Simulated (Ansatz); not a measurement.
GaSb:
Space group P6₃/mmc (No. 194); a = 3.871 Å, b = 3.871 Å, c = 7.148 Å, α = 90.00°, β = 90.00°, γ = 120.00°

```csv
atom,site,symmetry,x,y,z
Ga,2a,-3m.,0.0000,0.0000,0.0000
Sb,2c,-6m2,0.3333,0.6667,0.2500
```

Relaxed at zero pressure with plane-wave PAW PBEsol (Ansatz code).

### Question
The volume is lowered by 3 % and shape and atoms relax at that volume. What pressure results, and how do the axes share the change?

### Answer
2.0 GPa; a -1.2 %, b -1.2 %, c -0.7 %; the energy rises by 4 meV/atom.

### Question
Give the new structure.

### Answer

Space group P6₃/mmc (No. 194); a = b = 3.8261 Å, c = 7.0977 Å, α = β = 90.00°, γ = 120.00°

```tsv
atom	site	symmetry	x	y	z
Ga	2a	-3m.	0.0000	0.0000	0.0000
Sb	2c	-6m2	0.3333	0.6667	0.2500
```

The phase is kept; no other phase was compared at this pressure.

Space group P6_3/mmc (NiAs type). The start of the workflow was typed in or built on a structure type; neither database checked (COD, Materials Project) lists it. It is not the phase usual at ambient conditions (space group No. 216). Symmetry was held in the PBEsol relaxation; whether a distortion lowers the energy is not shown. Scalar-relativistic: spin–orbit coupling is off unless named, which matters more the heavier the elements.

Potentials: the earlier of the program's two PAW sets. The files were generated under PBE; for other functionals the program regenerates the frozen cores, and for LDA and PBEsol the local potential too.
